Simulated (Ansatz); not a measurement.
**Ta₄C₃: do energies and stresses tell the same story?**

Theory: Ansatz 0.2.0, DFT r2SCAN, scalar-relativistic, plane waves, PAW.

Settings: cutoff 500 eV, Γ-centred mesh 8×8×8 on the computed 7-atom cell, Gaussian smearing of 0.10 eV; no spin polarisation.

Relaxed cell: Pm-3m, a = 4.425 Å, b = 4.425 Å, c = 4.425 Å, α = 90.00°, β = 90.00°, γ = 90.00°, 7 atoms in the primitive cell. Whether it is the stable form of this composition wasn't checked.

Energies at zero smearing and pressures from the stress tensor, at volumes with shape and atoms relaxed:
```tsv
V (Å³/atom)	E − E(first) (meV/atom)	P (GPa)
10.891	0.00	51.05
11.262	-99.40	35.19
11.633	-164.76	21.60
12.005	-200.96	9.97
12.376	-212.17	0.00
12.747	-201.97	-8.55
13.119	-173.42	-15.87
13.614	-111.31	-24.01
```

Question: Check P = −dE/dV between neighbouring volumes, and get the bulk modulus from the pressures alone.

Answer: With 1 eV/Å³ = 160.2 GPa:
```json
{"middle V (Å³/atom)": "11.077", "−ΔE/ΔV (GPa)": "42.893", "mean P (GPa)": "43.117"}
{"middle V (Å³/atom)": "11.448", "−ΔE/ΔV (GPa)": "28.207", "mean P (GPa)": "28.396"}
{"middle V (Å³/atom)": "11.819", "−ΔE/ΔV (GPa)": "15.619", "mean P (GPa)": "15.787"}
{"middle V (Å³/atom)": "12.190", "−ΔE/ΔV (GPa)": "4.838", "mean P (GPa)": "4.984"}
{"middle V (Å³/atom)": "12.562", "−ΔE/ΔV (GPa)": "-4.403", "mean P (GPa)": "-4.273"}
{"middle V (Å³/atom)": "12.933", "−ΔE/ΔV (GPa)": "-12.320", "mean P (GPa)": "-12.205"}
{"middle V (Å³/atom)": "13.366", "−ΔE/ΔV (GPa)": "-20.102", "mean P (GPa)": "-19.939"}
```

The two differ by 0.22 GPa at most. The mean of two end pressures misses the average over a step by about ΔV² P″/12, up to 0.20 GPa here; with that taken off 0.02 GPa remains. Around V = 12.376 Å³/atom, the two neighbours give B = −V ΔP/ΔV = 12.376 × 18.51 / 0.743 = 308.6 GPa, against B0 = 307.1 GPa from the Birch–Murnaghan fit of the energies.

Spin–orbit coupling is left out, which can shift energies with elements as heavy as these.